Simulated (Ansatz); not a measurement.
Ba2CuHgO4:
```
Ba2CuHgO4
1.0
    3.88115     0.00000     0.00000
    0.00000     3.88115     0.00000
    0.00000     0.00000     9.66047
Ba Cu Hg O
2 1 1 4
Direct
  0.50000   0.50000   0.69614
  0.50000   0.50000   0.30386
  0.00000   0.00000   0.50000
  0.00000   0.00000   0.00000
  0.00000   0.00000   0.79533
  0.00000   0.00000   0.20467
  0.00000   0.50000   0.50000
  0.50000   0.00000   0.50000
```

Relaxed with r²SCAN. Special points in fractions of this cell's reciprocal vectors: Γ (0.000, 0.000, 0.000); X (0.000, 0.500, 0.000); M (0.500, 0.500, 0.000); Z (0.000, 0.000, 0.500); R (0.000, 0.500, 0.500); A (0.500, 0.500, 0.500).

Problem. List the band energies nearest the Fermi level at these points for DFT-r²SCAN with spin–orbit coupling in the program Ansatz with PAW potentials.

Solution. In eV from the Fermi level; about four levels below and three above (degenerate sets whole), none deeper than 8.9 eV; points with the same levels are listed once.

```csv
k,below,above
Γ,-1.75 -1.75 -1.69 -1.69,1.17 1.17 3.19 3.19
X,-1.08 -1.08 -0.50 -0.50,0.40 0.40 2.61 2.61
M,-0.99 -0.99 -0.98 -0.98,1.81 1.81 2.23 2.23
Z,-1.66 -1.66 -1.57 -1.57,1.49 1.49 3.19 3.19
R,-1.10 -1.10 -0.42 -0.42,0.39 0.39 2.44 2.44
A,-1.01 -1.01 -0.99 -0.99,1.84 1.84 2.19 2.19
```

Space group P4/mmm. The first step of the workflow began from a Materials Project structure, measured or hypothetical; the Crystallography Open Database copy checked does not list it. Whether it is the stable phase at ambient conditions was not checked. The cell was relaxed with r²SCAN under the symmetry of its start; its stability against distortions is not shown here. No spin polarisation was allowed. No Hubbard U is applied. Without spin polarisation and U, an open-shell compound can come out a false metal.

Potentials: the later of the program's two PAW sets.
